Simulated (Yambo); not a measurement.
# CdSe: sweep of GW parameters

G0W0@PBEsol for CdSe (wurtzite, space group P6_3mc, No. 186) in Yambo. Reference settings: 3×3×2 Γ-centred k mesh, bands 37 to 366 and a 7 Ry block in the screening, 366 bands in G with the Bruneval-Gonze terminator, plasmon pole fitted at 27.2 eV. The PBEsol gap Γ → Γ on this mesh is 0.42 eV; G0W0 gaps are taken between the same points.

| change from the reference | G0W0 gap Γ → Γ (eV) | shift of the valence edge (eV) | rough Yambo cost |
|---|---|---|---|
| reference settings | 1.69 | -1.07 | 1 |
| 160 bands in W, 160 bands in G | 1.79 | -0.86 | about 1/4 |
| 248 bands in W, 248 bands in G | 1.71 | -0.99 | within a factor of two |
| 248 bands in G | 1.69 | -1.05 | – |
| 160 bands in G | 1.70 | -1.02 | – |
| 2 Ry block | 1.57 | -0.86 | within a factor of two |
| 6 Ry block | 1.67 | -1.04 | within a factor of two |
| pole fitted at 55 eV | 1.70 | -1.15 | – |
| no random integration | 1.66 | -0.88 | – |
| 3×3×1 mesh | 1.59 | -0.98 | about 1/4 |
| 248 bands in G, no terminator | 1.62 | -0.83 | – |
| no terminator | 1.65 | -0.96 | – |

The reference isn't shown to be the converged limit. Costs are rough (shared machines), scaled to the same edge states, and given only for runs that recompute the screening.

The standard potential for Se keeps a d shell in the valence without the s and p states of that shell. In tests on such compounds this moved G0W0 gaps by up to about 0.9 eV, so absolute quasiparticle energies here are unreliable; differences between settings are what counts.

Spin-orbit coupling is included.

Geometry relaxed with PBEsol; primitive cell a = 4.304 Å, b = 4.304 Å, c = 7.019 Å, α = 90.00°, β = 90.00°, γ = 120.00°.

A shift is the quasiparticle energy of the state minus its PBEsol energy.
